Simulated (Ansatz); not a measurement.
A trial cell of SnSe was relaxed with r2SCAN (plane waves to 500 eV, PAW, scalar-relativistic; Ansatz, a first-principles code).

Before: Amm2 (No. 38), oS8; a = 5.695 Å, b = 6.230 Å, c = 8.021 Å, α = 90.00°, β = 90.00°, γ = 90.00°.

After relaxation:

Simulated powder pattern, Fe Kα, λ = 1.93735 Å (kinematic, ideal powder, no thermal factors, no anomalous dispersion; the 24 strongest lines at most, above 1 %, up to 2θ = 90°):

| 2θ (°) | I/Imax (%) |
|---|---|
| 32.24 | 14 |
| 37.19 | 49 |
| 37.51 | 100 |
| 53.85 | 69 |
| 54.08 | 36 |
| 63.96 | 5.7 |
| 64.38 | 4.3 |
| 67.47 | 36 |
| 79.26 | 5.2 |
| 80.03 | 12 |
| 88.53 | 5.1 |

### Question
Identify the relaxed structure from its pattern: crystal system, space group and cell.

### Answer
Tetragonal, I4mm (No. 107), tI4; a = b = 4.2612 Å, c = 6.0750 Å, α = β = γ = 90.00°. Sites: Se 2a (0.000, 0.000, 0.296); Sn 2a (0.000, 0.000, 0.763).

### Question
Index the strongest lines.

### Answer
37.19° (002), 37.51° (110), 53.85° (112), 54.08° (200), 67.47° (202).

No spin polarisation in the result.

The run could not lose the symmetry of its start, so the end can be a saddle point.

The relaxed structure here is a generated cell of SnSe: the first start was made by a random draw of sites in a space group, and the end was not matched to a known phase here, so it may be hypothetical. Known forms of SnSe include space group No. 62.
